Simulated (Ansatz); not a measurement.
CdSe (wurtzite): map of one atom of the cell

Relaxed CdSe (wurtzite):

```
CELL_PARAMETERS angstrom
      4.30194     0.00000     0.00000
     -2.15097     3.72559     0.00000
      0.00000     0.00000     7.02113
ATOMIC_POSITIONS crystal
  Cd 0.66667 0.33333 0.00046
  Cd 0.33333 0.66667 0.50046
  Se 0.66667 0.33333 0.62474
  Se 0.33333 0.66667 0.12474
```

In this cell atom 1 (Cd, nearest neighbour Se at 2.633 Å; its periodic images, 4.3 Å or more away, move with it) is moved by u·(0.707, 0.707, 0.000) + v·(0.000, 0.000, 1.000); the rest is frozen.

Level of theory: PBEsol (plane waves to 420 eV, PAW, scalar-relativistic; Ansatz, an electronic-structure program). k mesh 7×7×4 (Γ-centred), Fermi-Dirac smearing 0.05 eV. The energy includes the smearing's −TS. Points where atoms come too close for the PAW data are left out (x in tables, blank in figures). Fu and Fv are the components of the force on the atom. CdSe was relaxed with its symmetry unable to fall. ΔE is measured from the undisplaced structure. Axes are in Å.

ΔE (meV/cell), with u across and v down:

```csv
v \ u,-0.870,-0.580,-0.290,0.000,0.290,0.580,0.870
-0.870,x,x,x,x,x,x,x
-0.580,1384,1683,2019,2167,2028,1798,1953
-0.290,877,568,409,358,450,945,2456
0.000,1351,627,169,0,254,1403,x
0.290,2279,1157,442,174,578,2416,x
0.580,3196,1739,818,475,997,x,x
0.870,x,2057,1047,671,1244,x,x
```

Fv (eV/Å), with u across and v down:

```tsv
v \ u	-0.870	-0.580	-0.290	0.000	0.290	0.580	0.870
-0.870	x	x	x	x	x	x	x
-0.580	4.33	7.28	9.80	10.82	9.72	6.61	1.83
-0.290	-0.31	1.26	2.46	2.94	2.33	0.12	-4.88
0.000	-2.68	-1.30	-0.36	0.00	-0.53	-2.88	x
0.290	-3.46	-2.13	-1.30	-0.99	-1.47	-3.79	x
0.580	-2.60	-1.70	-1.15	-0.95	-1.26	x	x
0.870	x	-0.41	-0.37	-0.35	-0.37	x	x
```

Read from the data:

| Quantity | Result |
|---|---|
| Lowest place on the grid | u = 0.000 Å, v = 0.000 Å (0 meV/cell) |

The 49 points together took about 28 core-minutes (a rough figure).

(For displaced atoms, the force is minus the slope of the energy, and its curvature is a force constant, which sets phonon frequencies.)
